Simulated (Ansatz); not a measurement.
Input:

KF:
```xyz
2
Lattice="0.0000 2.5812 2.5812 2.5812 0.0000 2.5812 2.5812 2.5812 0.0000" Properties=species:S:1:pos:R:3 pbc="T T T"
K      0.0000     0.0000     0.0000
F      2.5812     2.5812     2.5812
```

This is the LDA-relaxed structure.

All from LDA in the plane-wave PAW code Ansatz, unless another level is named. Estimate the static dielectric constant ε0 (ions relaxed, cell fixed).

5.43.

Next, the Born charges (a third of the trace)?

K +1.15, F -1.15 e.

And the electronic dielectric constant ε∞ (DFPT)?

2.10.

Space group Fm-3m (rock salt). The LDA relaxation kept the symmetry of its start.

Potentials: the earlier of the program's two PAW sets. The files were generated under PBE; for other functionals the program regenerates the frozen cores, and for LDA and PBEsol the local potential too.
